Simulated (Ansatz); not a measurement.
ZrO₂ (tetragonal-ZrO2 type, space group P4_2/nmc)

```yaml
crystal:
  lattice:
    - [3.60134, 0.00000, 0.00000]
    - [0.00000, 3.60134, 0.00000]
    - [0.00000, 0.00000, 5.22804]
  atoms:
    - { symbol: Zr, position: [0.00000, 0.00000, 0.00000] }
    - { symbol: Zr, position: [0.50000, 0.50000, 0.50000] }
    - { symbol: O, position: [0.00000, 0.50000, 0.19679] }
    - { symbol: O, position: [0.00000, 0.50000, 0.69679] }
    - { symbol: O, position: [0.50000, 0.00000, 0.30321] }
    - { symbol: O, position: [0.50000, 0.00000, 0.80321] }
```

This relaxed cell (volume V₀) is scaled evenly in all directions, its shape held. The atoms relax within the cell's symmetry.

The numbers are results of r2SCAN (plane waves to 500 eV, PAW, scalar-relativistic; Ansatz, a first-principles code), not measurements. k mesh 10×10×7 (Γ-centred), Fermi-Dirac smearing 0.05 eV. Compression counts positive. This is a high-temperature form of ZrO2. ZrO2 is run without spin polarisation. ZrO2 was relaxed with its symmetry unable to fall.

At one point of the scan the stress tensor (GPa) is:

```
   40.6      0.0      0.0
    0.0     40.6      0.0
    0.0      0.0     29.7
```

Which point is it?
A) V/V₀ = 0.840
B) V/V₀ = 0.936
C) V/V₀ = 0.968
D) V/V₀ = 0.872

D, V/V₀ = 0.872

(Under strain, the slope of the energy per volume gives the stress and its curvature an elastic modulus.)
